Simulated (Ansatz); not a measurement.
Sb:
```
Sb
1.0
    0.00000     3.47159     3.47159
    3.47159     0.00000     3.47159
    3.47159     3.47159     0.00000
Sb
2
Direct
  0.00000   0.00000   0.00000
  0.25000   0.25000   0.25000
```

Relaxed with r²SCAN. Special points in fractions of this cell's reciprocal vectors: Γ (0.000, 0.000, 0.000); X (0.500, 0.000, 0.500); U (0.625, 0.250, 0.625); K (0.375, 0.375, 0.750); L (0.500, 0.500, 0.500); W (0.500, 0.250, 0.750).

**Question.** List the band energies nearest the Fermi level at these points for the program Ansatz at the r²SCAN level (PAW).

**Answer.** In eV from the Fermi level; about four levels below and three above (degenerate sets whole), none deeper than 8.9 eV; points with the same levels are listed once.

| k | below | above |
|---|---|---|
| Γ | -5.26 -1.91 -1.91 -1.91 | 0.56 0.56 0.56 |
| X | -3.64 -3.64 -0.40 -0.40 | 4.51 4.51 6.63 6.63 |
| U | -4.15 -3.39 -0.39 | 1.31 3.36 3.53 |
| L | -8.35 -2.74 -2.74 -2.23 | 1.68 1.68 4.34 |
| W | -3.93 -3.93 | 0.93 0.93 2.77 2.77 |

Space group Fd-3m (diamond). The start of the workflow was typed in or built on a structure type; neither database checked (COD, Materials Project) lists it. It is not the phase usual at ambient conditions (space group No. 166). The r²SCAN relaxation kept the symmetry of its start. At this level the phase is mechanically unstable. Spin–orbit coupling is left out wherever it is not named.

Potentials: the later of the program's two PAW sets.
